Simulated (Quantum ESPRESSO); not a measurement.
## AsSiF3O3 (convergence and cost over cutoff and k mesh)

Simulated, not a measurement. The program is pw.x of Quantum ESPRESSO 7.5 (plane-wave density functional theory). The cell is made up: 8 atoms on a quartz lattice with one site empty, with randomly drawn elements, strain and displacements, not relaxed. PseudoDojo standard norm-conserving files (v0.5 for PBE, v0.4.1 for LDA and PBEsol) set the functional; there is no spin polarisation, spin-orbit coupling or dispersion term, and the masses in the input are unused placeholders.

Input of the run in row 4:

```
&control calculation='scf', pseudo_dir='./dojo.nc.sr.pbe.v0_5.standard.upf', outdir='./o', disk_io='low', tprnfor=.true., tstress=.true. /
&system ibrav=0, nat=8, ntyp=4, nbnd=35, ecutwfc=84.00895049, nosym=.true., tot_charge=0,
 occupations='smearing', smearing='fd', degauss=0.0018374661
/
&electrons conv_thr=7.350e-09, electron_maxstep=60, /
ATOMIC_SPECIES
As 1.0 As.upf
F 1.0 F.upf
O 1.0 O.upf
Si 1.0 Si.upf
CELL_PARAMETERS angstrom
4.9976 0.0 0.0
-2.4988 4.3281 0.0
0.0 0.0 5.4855
ATOMIC_POSITIONS angstrom
As -1.1474 2.1468 1.765
Si 1.3041 2.3422 0.0229
F 1.4733 1.2165 4.3157
F 3.3198 0.6755 2.5297
O 2.7586 2.5738 0.7089
F 0.2537 1.8203 1.1252
O -1.1109 3.1438 3.0275
O 0.8613 3.7618 4.8598
K_POINTS automatic
5 5 4 1 1 1
```

The same cell was run at these settings. Meshes are shifted by half a step, and differences are from the last row, which is itself not exact.

```
cutoff (eV)     k mesh  k points solved  threshold (eV)  free energy less the last row's (eV)  pressure (GPa)  largest stress difference (GPa)  largest force difference (eV/Å)  iterations  wall time (s)  k-point pools        processor
        800  2 x 2 x 2                4           1e-04                                 3.733          -27.59                            41.96                            0.343          10             15              4  AMD EPYC, older
       1143  1 x 1 x 1                1           1e-07                                 0.199           13.87                             0.88                            0.802          14             24              4  AMD EPYC, older
        579  5 x 5 x 4               50           1e-07                                61.380         -304.53                           319.76                            1.234          13             49              4  AMD EPYC, older
       1143  5 x 5 x 4               50           1e-07                                 0.003           14.00                             0.02                            0.002          13            117              4  AMD EPYC, older
       1437  7 x 7 x 6              147           1e-07                                 0.000           14.02                             0.00                            0.000          13            653              4  AMD EPYC, older
```

Each pool is one process. Wall times include start-up and a band step at six k points, which weighs most on the coarsest meshes. The runs were on shared virtual cores whose load varied, so times are rough.